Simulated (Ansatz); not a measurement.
**Cs2NaScCl6 (Fm-3m), zone-centre modes**

All numbers below come from Ansatz, DFT PBEsol, scalar-relativistic, plane waves, PAW. The runs took a 420 eV cutoff, a Γ-centred 4×4×4 mesh and Gaussian smearing (0.05 eV). No spin polarisation.

The starting cell (relaxed at this level; it needn't be the usual structure):

```yaml
crystal:
  lattice:
    - [0.00000, 5.21052, 5.21052]
    - [5.21052, 0.00000, 5.21052]
    - [5.21052, 5.21052, 0.00000]
  atoms:
    - { symbol: Cs, position: [0.75000, 0.75000, 0.75000] }
    - { symbol: Cs, position: [0.25000, 0.25000, 0.25000] }
    - { symbol: Na, position: [0.50000, 0.50000, 0.50000] }
    - { symbol: Sc, position: [0.00000, 0.00000, 0.00000] }
    - { symbol: Cl, position: [0.76290, 0.23710, 0.23710] }
    - { symbol: Cl, position: [0.23710, 0.23710, 0.76290] }
    - { symbol: Cl, position: [0.23710, 0.76290, 0.76290] }
    - { symbol: Cl, position: [0.23710, 0.76290, 0.23710] }
    - { symbol: Cl, position: [0.76290, 0.23710, 0.76290] }
    - { symbol: Cl, position: [0.76290, 0.76290, 0.23710] }
```

Harmonic modes by finite displacements of 0.02 Å, without the LO–TO term.

**Question.** At this geometry, is the structure stable against these modes?

**Answer.** Yes: no mode is imaginary beyond 10 cm⁻¹, and only the three translations lie near zero.

**Question.** List the wavenumbers in cm⁻¹.

**Answer.** 0, 0, 0, 34, 34, 34, 45, 45, 45, 57, 57, 57, 86, 86, 86, 124, 124, 124, 135, 135, 135, 192, 192, 192, 213, 213, 289, 297, 297, 297.

Cost: 1 run of about 1.4 core-minutes, on Intel Xeon Platinum 8488C (Sapphire Rapids) (shared hosts).